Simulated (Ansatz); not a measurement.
BaTi(BO$_{3}$)$_{2}$ (space group R-3)

```
BaTi(BO3)2
1.0
    2.51128     1.44989     5.44575
   -2.51128     1.44989     5.44575
    0.00000    -2.89977     5.44575
Ba Ti B O
1 1 2 6
Direct
  0.00000   0.00000   0.00000
  0.50000   0.50000   0.50000
  0.23410   0.23410   0.23410
  0.76590   0.76590   0.76590
  0.34081   0.44334   0.92688
  0.65919   0.55666   0.07312
  0.92688   0.34081   0.44334
  0.07312   0.65919   0.55666
  0.44334   0.92688   0.34081
  0.55666   0.07312   0.65919
```

The slice is a (-1 1 0 4) plane (indices of the conventional cell) through the point (0.000, 0.000, 0.000) (fractional), spanned by u = [1 0 -1] and v = [1 -1 1] in vectors of this cell: u (5.02 Å) and v (7.96 Å, at 90° to u). It covers one period; positions are fractions (u, v).

Computed with PBEsol (plane waves to 420 eV, PAW, scalar-relativistic; Ansatz, a quantum-chemistry and plane-wave program). k mesh 8×8×8. These are valence fields of a PAW run, semicore shells included where kept as valence: close to a nucleus they are smooth pseudo fields. BaTi(BO3)2 is run without spin polarisation. BaTi(BO3)2 was relaxed with its symmetry unable to fall.

Task: Predict the map of the valence electron density on the slice.

Result: 
| v \ u | 0.00 | 0.15 | 0.30 | 0.45 | 0.60 | 0.75 | 0.90 |
|---|---|---|---|---|---|---|---|
| 0.94 | 0.1 | 0.0 | -1.1 | -1.1 | -1.0 | -0.7 | 0.1 |
| 0.84 | -0.5 | -0.7 | -0.9 | -0.6 | -0.6 | -1.0 | -0.7 |
| 0.75 | -1.0 | 0.1 | 0.4 | -0.2 | -0.1 | -0.4 | -1.0 |
| 0.66 | -0.7 | 0.4 | 0.6 | -0.2 | 0.2 | 0.5 | -0.5 |
| 0.56 | 0.7 | -0.2 | -0.6 | -1.1 | -0.5 | -0.2 | 0.3 |
| 0.47 | 1.0 | 0.0 | -0.6 | -1.1 | -1.2 | -0.7 | 0.6 |
| 0.38 | -0.5 | -0.2 | 0.5 | -0.2 | -0.3 | 0.4 | -0.2 |
| 0.28 | -0.9 | -0.5 | 0.1 | -0.1 | 0.2 | 0.8 | -0.1 |
| 0.19 | -0.9 | -1.1 | -0.8 | -0.3 | -0.5 | -0.5 | -0.7 |
| 0.09 | 0.1 | -0.2 | -1.0 | -0.8 | -1.1 | -0.9 | 0.0 |
| 0.00 | -0.7 | 0.1 | -1.0 | -1.3 | -1.3 | -0.5 | 0.1 |

Values: log₁₀ of the valence density in e/Å³. The scale is logarithmic, as a density can span decades between atoms and voids.
